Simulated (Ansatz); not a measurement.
## Li4Ge2B, one structure, two calculations

Cell: a COD entry whose atoms were relaxed with PBE, the cell held.

Space group R3m:H (No. 160); a = 4.4603, c = 18.3197 Å, γ = 120.00°.

| site | Wyckoff | site symmetry | x | y | z |
| --- | --- | --- | --- | --- | --- |
| Li1 | 3a | 3m | 0.0000 | 0.0000 | 0.8359 |
| Li2 | 3a | 3m | 0.0000 | 0.0000 | 0.6869 |
| Li3 | 3a | 3m | 0.0000 | 0.0000 | 0.9940 |
| Li4 | 3a | 3m | 0.0000 | 0.0000 | 0.5490 |
| Ge5 | 3a | 3m | 0.0000 | 0.0000 | 0.4101 |
| Ge6 | 3a | 3m | 0.0000 | 0.0000 | 0.2578 |
| B | 3a | 3m | 0.0000 | 0.0000 | 0.1384 |

One atom of each set is listed; the run and its k-mesh use a cell of 7 atoms with edges of 6.63, 6.63, 6.63 Å.

First run. Computed with Ansatz: DFT, PBE, plane waves and PAW, scalar-relativistic, 420 eV cutoff, Γ-centred 9×9×9 k-points, Fermi–Dirac smearing 0.05 eV.

```
site  V_zz (10²¹ V/m²)     η
 Li1             0.050  0.00
 Li2             0.022  0.00
 Li3            -0.068  0.00
 Ge5             -2.45  0.00
 Ge6              5.51  0.00
   B             -0.47  0.00
```

Second run. The same atoms and settings, except that the functional is r2SCAN and the cutoff is 500 eV.

(1) Given the first result, estimate the second.

Results:

(1) 

```tsv
site	V_zz	η	change of V_zz
Li1	0.055	0.00	0.00
Li2	0.032	0.00	+0.01
Li3	-0.071	0.00	0.00
Ge5	-1.98	0.00	+0.47
Ge6	7.54	0.00	+2.03
B	-0.46	0.00	+0.01
```

The largest change of V_zz is on Ge6, from 5.51 to 7.54. In per cent, |V_zz| changes by -19 to +37 on Ge (all sites that start above 2). Sites with |V_zz| of 0.02 or less aren't listed.

With no gap above 0.1 eV, as in a metal, the gradients converge slowly in k; expect changes of a tenth or more on a denser mesh. With these PAW files V_zz is typically within 2 to 3 % of all-electron values, but misses above 10 % occur on Li.
For the first run: At this cell the principal stresses reach 5 GPa in size with PBE, which can matter for small gradients.
For the second run: At this cell the principal stresses reach 6 GPa in size with r2SCAN, which can matter for small gradients.
